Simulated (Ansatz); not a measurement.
Consider the following.

Se:
```
CELL_PARAMETERS angstrom
      4.06632     0.00000     0.00000
     -2.03316     3.52154     0.00000
      0.00000     0.00000     5.13041
ATOMIC_POSITIONS crystal
  Se 0.24732 0.00000 0.83333
  Se 0.00000 0.24732 0.16667
  Se 0.75268 0.75268 0.50000
```

This is the PBE+D3(BJ)-relaxed structure. Cartesian axes are those of the cell as given.

All from DFT-PBE+D3(BJ) in the program Ansatz with PAW potentials, unless another level is named. Predict the Hill bulk and shear moduli.

27.4 and 18.8 GPa.

Predict the elastic constants (relaxed ions, GPa).

C11 = 35.4, C12 = 9.3, C13 = 26.8, C14 = 12.7, C33 = 98.0, C44 = 36.8.

Next, the piezoelectric stress constants (proper, relaxed ions, C/m²)?

e11 = -0.96, e12 = e26 = 0.96, e14 = -0.15, e25 = 0.15.

Space group P3_121 (trigonal Se type). Symmetry was held in the PBE+D3(BJ) relaxation.

Potentials: the later of the program's two PAW sets.
